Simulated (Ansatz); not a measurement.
# Hf2Pd2Se2Br2O3 and the effect of the dispersion correction

The cell as given:

```
CELL_PARAMETERS angstrom
3.72613 0.00000 0.00000
-1.86306 3.22692 0.00000
0.00000 0.00000 17.00867
ATOMIC_POSITIONS crystal
Hf 0.66667 0.33333 0.93385
Hf 0.33333 0.66667 0.06615
Pd 0.00000 0.00000 0.30298
Pd 0.00000 0.00000 0.69702
Se 0.33333 0.66667 0.22649
Se 0.66667 0.33333 0.77351
Br 0.66667 0.33333 0.39862
Br 0.33333 0.66667 0.60138
O 0.33333 0.66667 0.92689
O 0.66667 0.33333 0.07311
O 0.00000 0.00000 0.00000
```

The cell comes from a database or a generator and needn't be the stable form of this composition.

Kept alike: task relaxation of cell and atoms; functional PBE; k mesh 6 × 6 × 2; occupations fermi-dirac, width 0.05 eV; no spin polarisation. Program: Ansatz, Ansatz PAW, cutoff 420 eV. The mesh is that of the run's cell of 11 atoms. No spin-orbit coupling.

```csv
dispersion correction,volume (Å³/atom),first edge of the run's cell (Å),third edge of the run's cell (Å)
D3(BJ),17.354,3.690,16.186
D3(BJ)-ATM,17.473,3.695,16.259
D4,17.476,3.694,16.266
```

The relaxations keep at least the cell's symmetry (P-3m1). For a metal such a mesh leaves the last digits unconverged. Relaxations stop with a little pressure left, so the last digits of a volume or edge aren't settled. Ansatz's relaxations hold a Pulay term in the stress (up to 0.2 GPa here).

**Question.** What does the dispersion correction change here?

**Answer.** The volume runs from 17.354 (D3(BJ)) to 17.476 Å³/atom (D4). The first edge of the run's cell runs from 3.690 (D3(BJ)) to 3.695 Å (D3(BJ)-ATM). The third edge of the run's cell runs from 16.186 (D3(BJ)) to 16.266 Å (D4).
